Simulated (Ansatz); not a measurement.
## TaN (Fm-3m), two-dimensional strain map

Level of theory: Ansatz, DFT PBEsol, scalar-relativistic, plane waves, PAW. Cutoff 420 eV, Γ-centred 18×18×18 k-points, Gaussian smearing of 0.15 eV. Spin–orbit coupling is left out, which can shift energies with elements as heavy as these. No spin polarisation. Energies are free energies at this smearing, counted from the undisturbed cell; pressure is positive in compression.

Zero of the scan (as given, not relaxed at this level; it stands at 4.4 GPa; this rock-salt form isn't the usual structure):

```xyz
2
Lattice="0.0000 2.1790 2.1790 2.1790 0.0000 2.1790 2.1790 2.1790 0.0000" Properties=species:S:1:pos:R:3 pbc="T T T"
Ta    2.1790    2.1790    2.1790
N     0.0000    0.0000    0.0000
```

The cell is strained by p along both x and y and by q along z, fractional coordinates fixed. Points are written (p, q).

Energy above the undisturbed cell in meV/atom (a dash: not computed):

```csv
p \ q,-0.050,-0.025,0.000,0.025,0.050
-0.050,365.6,269.2,218.4,198.3,?
-0.025,178.9,?,57.6,52.8,68.7
0.000,96.7,25.6,0.0,7.9,38.4
0.025,92.6,35.2,21.4,40.8,83.9
0.050,?,102.1,101.7,?,186.7
```

Q: Fill in the withheld energies.

A: (-0.050, 0.050): 197.7; (-0.025, -0.025): 95.4; (0.050, -0.050): 143.6; (0.050, 0.025): 132.5.